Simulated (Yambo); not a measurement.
Yambo run on Li$_{3}$BrO (anti-perovskite, space group Pm-3m, No. 221). The wavefunctions are norm-conserving LDA (Quantum ESPRESSO, 84 Ry, no spin-orbit coupling) ones on a 4×4×4 mesh (11 occupied bands); a = b = c = 3.949 Å, α = β = γ = 90.00°.

Yambo input:

```
rim_cut
gw0
dyson
el_el_corr
HF_and_locXC
ppa
em1d
RandQpts= 1000000
RandGvec= 1 Ry
EXXRLvcs= 84 Ry
VXCRLvcs= 336 Ry
Chimod= "HARTREE"
% BndsRnXp
 4 | 137 |
%
NGsBlkXp= 4 Ry
% LongDrXp
 1.0 | 1.0 | 1.0 |
%
PPAPntXp= 27.2114 eV
% GbndRnge
 1 | 137 |
%
GTermKind= "BG"
DysSolver= "n"
ExtendOut
% QPkrange
 6 | 6 | 11 | 12 |
%
```

k points by index: 6 = M.

The o-*.qp file then holds:

```
#    K-point    Band    Eo [eV]    E [eV]    E-Eo [eV]    Vxc [eV]    Vnlxc [eV]    Sc|Eo [eV]    Sc|E [eV]    dSc/dw|Eo [eV]    Re(Z)    Im(Z)
#
    6    11    0.000000    -1.102820    -1.102820    -17.93525    -23.10352    3.758573    4.065453    -7.570854    0.782332    -0.001666
    6    12    4.251991    5.296997    1.045006    -8.635234    -3.948888    -3.449505    -3.641340    -4.994719    0.844912    -0.001117
```
(The two width columns are left out.) Convergence of these settings isn't established.

Geometry of the Materials Project entry, not relaxed at this level.
